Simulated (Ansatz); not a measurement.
LiF in space group P6_3/mmc (No. 194; Li on 2c, F on 2d), the program Ansatz at the r²SCAN+D4 level (PAW). The conduction-band minimum lies at Γ, with 1 equivalent valley. Second derivatives d²E/dk² of the lowest band at one valley (eV·Å²), along Cartesian directions:

```
direction  d²E/dk²
---------  -------
[100]        8.321
[010]        8.321
[001]        9.333
[110]        8.321
[101]        8.826
[011]        8.826
```

### Question
Find the principal effective masses, the density-of-states mass and the conductivity mass.

### Answer
Off-diagonal terms follow from H_xy = H[110] − (H_xx + H_yy)/2, and m*/mₑ = 7.620 eV·Å² over each eigenvalue: 0.82, 0.92, 0.92. One valley's DOS mass (m₁m₂m₃)^(1/3) = 0.88, conductivity mass 3/(Σ 1/mᵢ) = 0.88 mₑ.

### Question
What effective density of states Nc follows at 300 K for parabolic valleys?

### Answer
Nc = 2.509e19 × 1 × (0.88)^(3/2) ≈ 2.1e19 cm⁻³.

The start of the workflow was typed in or built on a structure type; neither database checked (COD, Materials Project) lists it. It is not the phase usual at ambient conditions (space group No. 225). The cell was relaxed with r²SCAN+D4 under the symmetry of its start; its stability against distortions is not shown here. The volume moved by -42 % from the start of the relaxation.

Potentials: the later of the program's two PAW sets.

Edges and masses are those of Kohn–Sham bands, whose gap is no quasiparticle gap.
